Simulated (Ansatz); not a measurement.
Mg:
Space group P6₃/mmc (No. 194); a = b = 3.2097 Å, c = 5.1402 Å, α = β = 90.00°, γ = 120.00°

```json
[
 {"atom": "Mg", "site": "2d", "symmetry": "-6m2", "x": "0.6667", "y": "0.3333", "z": "0.2500"}
]
```

Relaxed with PBE in the plane-wave PAW code Ansatz. Indices refer to the conventional cell of P6_3/mmc, a = b = 3.210 Å, c = 5.140 Å, α = β = 90.00°, γ = 120.00°.

Simulate the powder diffraction pattern (Mo Kα, λ = 0.71073 Å; lines above 1 %) up to 2θ = 45°.

Simulated powder pattern, Mo Kα, λ = 0.71073 Å (kinematic, ideal powder, no thermal factors, no anomalous dispersion; the 30 strongest lines at most, above 1 %, up to 2θ = 45°):

```
2θ (°)  d (Å)  I/Imax (%)         hkl
------  -----  ----------  ----------
14.69   2.780          23  (1 0 -1 0)
15.90   2.570          25      (0002)
16.71   2.445         100  (1 0 -1 1)
21.71   1.887          16  (1 0 -1 2)
25.59   1.605          20  (1 1 -2 0)
28.20   1.459          21  (1 0 -1 3)
29.63   1.390         3.0  (2 0 -2 0)
30.27   1.361          22  (1 1 -2 2)
30.72   1.342          16  (2 0 -2 1)
32.11   1.285         3.0      (0004)
33.80   1.223         3.7  (2 0 -2 2)
35.48   1.166         3.1  (1 0 -1 4)
38.44   1.079         6.8  (2 0 -2 3)
39.54   1.051         2.0  (2 1 -3 0)
40.39   1.029          11  (2 1 -3 1)
41.50   1.003         6.5  (1 1 -2 4)
42.87   0.973         2.8  (2 1 -3 2)
43.25   0.964         4.1  (1 0 -1 5)
44.25   0.944         1.2  (2 0 -2 4)
```

Symmetry was held in the PBE relaxation. Axis ratios of metals converge slowly with the k-mesh, so a and c are less sure than the volume.

Potentials: the earlier of the program's two PAW sets.
